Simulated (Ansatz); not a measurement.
# What DFT gives for LuSi₂Pt₂

```
CELL_PARAMETERS angstrom
-2.02407 2.02407 4.91224
2.02407 -2.02407 4.91224
2.02407 2.02407 -4.91224
ATOMIC_POSITIONS crystal
Si 0.37000 0.37000 0.00000
Si 0.63000 0.63000 0.00000
Lu 0.00000 0.00000 0.00000
Pt 0.75000 0.25000 0.50000
Pt 0.25000 0.75000 0.50000
```

Level: r2SCAN, no spin polarisation; 500 eV; 11×11×11 Γ-centred mesh; fermi-dirac occupations (width 0.1 eV); Ansatz 0.2.0, fixed geometry.

(1) Which atom feels the largest force, and which way?

(2) What happens at the Fermi level?

(3) How is the charge shared?

(4) What is the formation energy?

Origin: a database entry at a rescaled volume. Caveats: forces this large suggest misplaced atoms in the database entry; atoms or cell far from equilibrium.

Results:

(1) The largest is on Si1 (and as large on other atoms): 3.07 eV/Å, components (0.00, 0.00, 3.07). It makes 120° with the line to a nearest neighbour, Pt4 at 2.34 Å.

(2) It is a metal, with about 2.4 states/eV a cell as the mean within 0.25 eV of the Fermi level, mostly Pt d (35 %), Lu d (27 %) and Si p (26 %).

(3) Bader charges in e: Lu +1.76, Si +0.93, Pt -1.81. In the mean Lu gives up most and Pt takes most.

(4) -0.91 eV an atom against the elements' usual phases (free molecules for gases, crystals otherwise, with no correction for O₂ or N₂), so it is bound against them; other compounds may still compete. Relaxing would lower it.
